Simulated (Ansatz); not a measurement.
One element of this relaxed crystal is hidden as X:

```
cell (Å)
  3.446 0.000 0.000
  0.000 3.446 0.000
  0.000 0.000 3.446
  X 0.0000 0.0000 0.0000
  Ir 0.5000 0.5000 0.5000
```

All-electron LAPW in Ansatz 0.2.0 under LDA, scalar-relativistic and without spin polarisation, finds it within 0.01 GPa of zero pressure, with a formation energy of 1.83 eV/atom from the elements, no gap and, on PAW files, a Bader charge of +0.56 e on X. The structure needn't be the ground state.

**Question.** Which element is X?

**Answer.** K, which makes the crystal KIr. This is the case that was computed; others weren't tested.
